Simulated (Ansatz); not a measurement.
Consider the following.

BaTiO3:
Space group Pm-3m (No. 221); a = 3.935 Å, b = 3.935 Å, c = 3.935 Å, α = 90.00°, β = 90.00°, γ = 90.00°

```json
[
 {"atom": "Ba", "site": "1a", "symmetry": "m-3m", "x": "0.0000", "y": "0.0000", "z": "0.0000"},
 {"atom": "Ti", "site": "1b", "symmetry": "m-3m", "x": "0.5000", "y": "0.5000", "z": "0.5000"},
 {"atom": "O", "site": "3c", "symmetry": "4/mm.m", "x": "0.0000", "y": "0.5000", "z": "0.5000"}
]
```

This is the LDA-relaxed structure.

Q: All from the program Ansatz at the LDA level (PAW), unless another level is named. Give the highest zone-centre frequency (without LO–TO term).

A: 480 cm^-1.

Q: Give the Young's modulus.

A: 309 GPa.

This is a known high-temperature phase of the composition, computed here at zero pressure and temperature. The LDA relaxation kept the symmetry of its start. At this level the phase is dynamically unstable (imaginary phonons). The run is not spin-polarised. Scalar-relativistic: spin–orbit coupling is off unless named, which matters more the heavier the elements.

Potentials: the later of the program's two PAW sets.
